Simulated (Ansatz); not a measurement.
GaCuSe2:
```xyz
8
Lattice="-2.7540 2.7540 5.4809 2.7540 -2.7540 5.4809 2.7540 2.7540 -5.4809" Properties=species:S:1:pos:R:3 pbc="T T T"
Cu     0.0000     0.0000     0.0000
Cu     0.0000     2.7540     2.7405
Ga     0.0000     0.0000     5.4809
Ga     2.7540     0.0000     2.7405
Se     1.3269     1.3770     1.3702
Se    -1.3770     1.4271     4.1107
Se     1.4271     1.3770     6.8512
Se     4.1310     1.3269    -1.3702
```

This is the LDA-relaxed structure.

Problem. All from LDA (plane waves, PAW; program Ansatz), unless another level is named. Estimate the formation energy from the elements (no fitted shifts).

Solution. -44 kJ/mol of atoms.

Problem. What about the band gap?

Solution. 0.17 eV (direct).

Problem. Give the hole effective mass.

Solution. 0.023, 0.56, 0.56 mₑ (principal values).

Problem. And the electron effective mass?

Solution. 0.022, 0.031, 0.031 mₑ (principal values).

Problem. What about the valence-band maximum?

Solution. at Γ.

Space group I-42d (chalcopyrite). The LDA relaxation kept the symmetry of its start. No spin polarisation was allowed. The references are the lowest solids computed at this level, not always the standard phases. Spin–orbit coupling is left out wherever it is not named.

Potentials: the later of the program's two PAW sets.
